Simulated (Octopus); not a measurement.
**AsB (F-43m, No. 216): Octopus summary**

AsB (F-43m, No. 216):
```
CELL_PARAMETERS angstrom
      0.00000     2.40963     2.40963
      2.40963     0.00000     2.40963
      2.40963     2.40963     0.00000
ATOMIC_POSITIONS crystal
  B  0.75000 0.75000 0.75000
  As 0.00000 0.00000 0.00000
```
The cell is a database entry, not relaxed again.

Computed with Octopus (real-space grid): LDA, grid spacing about 0.16 Å, Γ-centred 8×8×8 k-mesh, no spin polarisation, PseudoDojo for B / valence-only HGH without core correction for As. Spin-orbit coupling is left out.

Q: What band gap does LDA give on the standard high-symmetry path?

A: 1.19 eV, from Γ to between Γ and X; smallest direct gap on the path 3.26 eV. A grid finer by a fifth moves the gap between mesh points by under 0.01 eV.
